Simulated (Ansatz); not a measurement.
Space group C2/m (No. 12). a = 11.040 Å, b = 2.857 Å, c = 5.912 Å, α = 90.00°, β = 92.99°, γ = 90.00°
```csv
atom,site,symmetry,x,y,z
V,4i,m,0.6446,0.5000,0.3798
O,2c,2/m,0.0000,0.0000,0.5000
O,4i,m,0.6216,0.0000,0.2030
O,4i,m,0.8107,0.5000,0.3840
```

Equation of state of this V2O5 structure (not necessarily the ground state), with shape and atoms relaxed at each volume where symmetry leaves them free. Level of theory: Ansatz 0.2.0, DFT PBEsol, scalar-relativistic, plane waves, PAW.

Settings: cutoff 420 eV, Γ-centred mesh 10×10×6 on the computed 7-atom cell, Gaussian smearing of 0.02 eV; no spin polarisation.

| V (Å³/atom) | E − E(largest V) (meV/atom) | P (GPa) | gap on mesh (eV) |
| --- | --- | --- | --- |
| 12.501 | 0.76 | 0.36 | 1.44 |
| 12.900 | 0.19 | 0.18 | 1.44 |
| 13.299 | -0.01 | 0.01 | 1.45 |
| 13.698 | -0.05 | -0.03 | 1.45 |
| 14.097 | 0.00 | -0.05 | 1.45 |

Fit a third-order Birch–Murnaghan equation to E(V).

V0 = 13.59 Å³/atom, B0 = 1 GPa, B0' = 35.5. B0' is unusual or poorly fixed by this range. Weakly bound parts are held here without a dispersion correction, so V0, B0 and B0' are rough as values of the real crystal.

The cell holds layers, and where no dispersion correction was added their binding is poorly described.

The gaps are read on the mesh, which can miss the band edges, so they can be too wide.

This form isn't the usual stable structure of the compound.

Cost: 5 runs of about 19 core-minutes in all, on Intel Xeon Platinum 8375C (Ice Lake) (shared hosts).